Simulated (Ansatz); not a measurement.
Consider the following.

SiMo2C:
```xyz
8
Lattice="3.1027 0.0000 0.0000 -1.5513 2.6870 0.0000 0.0000 0.0000 12.3943" Properties=species:S:1:pos:R:3 pbc="T T T"
Si     1.5513     0.8957     3.0986
Si     0.0000     1.7913     9.2957
Mo     1.5513     0.8957    11.2411
Mo     0.0000     1.7913     1.1532
Mo     0.0000     1.7913     5.0439
Mo     1.5513     0.8957     7.3504
C      0.0000     0.0000     0.0000
C      0.0000     0.0000     6.1972
```

This is the PBE-relaxed structure.

Task: All from DFT-PBE in the program Ansatz with PAW potentials, unless another level is named. Estimate the electronic character.

Result: metallic (no gap).

Task: What about the formation energy from the elements (no fitted shifts)?

Result: -0.13 eV/atom.

Task: Next, the density of states at the Fermi level?

Result: 0.63 states/eV per atom (mean over ±0.08 eV).

Task: And the gap with spin–orbit coupling?

Result: none (metallic).

Space group P6_3/mmc. The start of the workflow was typed in or built on a structure type; neither database checked (COD, Materials Project) lists it. Its standing as an ambient phase is unchecked. The cell was relaxed with PBE under the symmetry of its start; its stability against distortions is not shown here. The run is not spin-polarised. The references are the lowest solids computed at this level, not always the standard phases. Scalar-relativistic: spin–orbit coupling is off unless named, which matters more the heavier the elements.

Potentials: the earlier of the program's two PAW sets.
